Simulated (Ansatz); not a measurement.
MgCu₂ (cubic Laves (MgCu2 type), Fd-3m) at seven volumes, plane-wave PAW LDA (Ansatz code), scaled uniformly. One row is withheld.

| V (Å³/atom) | P (GPa) |
|---|---|
| 12.135 | ? |
| 12.536 | 8.38 |
| 12.936 | 3.84 |
| 13.336 | 0.00 |
| 13.736 | -3.24 |
| 14.136 | -5.98 |
| 14.536 | -8.29 |

Task: Fit the shown pressures and predict the withheld one.

Result: P = (3/2)B₀(x^(7/2) − x^(5/2))[1 + (3/4)(B′ − 4)(x − 1)] with x = (V₀/V)^(2/3). Least squares on the six rows gives V₀ = 13.336 Å³/atom, B₀ = 117 GPa, B′ = 4.62. At V = 12.135, x = 1.0649 and P = 13.74 GPa. The run itself gave 13.77 GPa.

The workflow started from a Materials Project entry (that database holds measured and hypothetical structures alike); the Crystallography Open Database files this formula in space group No. 227, but the cells were not matched. Whether it is the stable phase at ambient conditions was not checked. Symmetry was held in the LDA relaxation; of distortions, only those at the zone centre were tested. No spin polarisation was allowed.

Potentials: the later of the program's two PAW sets.
